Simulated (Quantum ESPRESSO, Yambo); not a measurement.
For LaOF (space group R-3m, No. 166), Yambo gives the independent-particle static dielectric constant along x as 3.89 on PBEsol bands and 3.24 after a scissor of 2.74 eV widens every gap (6×6×6 mesh, 79 bands, 3 Ry local-field block, 0.2 eV broadening). Axes are Cartesian, with cell vectors (Å) (2.02, 1.17, 6.73), (-2.02, 1.17, 6.73), (0.00, -2.33, 6.73).

### Question
A scissor keeps the position matrix elements. In a one-oscillator model, how does ε − 1 scale, and what mean transition energy do the two values imply?

### Answer
Each transition adds |r|²/E to ε − 1, so ε − 1 ∝ 1/(E0 + Δ). Then (3.24 − 1)/(3.89 − 1) = E0/(E0 + Δ) = 0.775, and E0 = Δ(ε' − 1)/(ε − ε') = 9.4 eV. The computed Im ε, weighted by 1/E up to 20 eV, has its mean at 9.3 eV; the smallest direct PBEsol gap is 4.20 eV. The scissor comes from a G0W0 run whose convergence isn't established. Convergence of the RPA response with its 6×6×6 mesh was not tested.

Bands from Quantum ESPRESSO.

Geometry of the Materials Project entry, not relaxed at this level; primitive cell a = b = c = 7.1193 Å, α = β = γ = 32.99°.
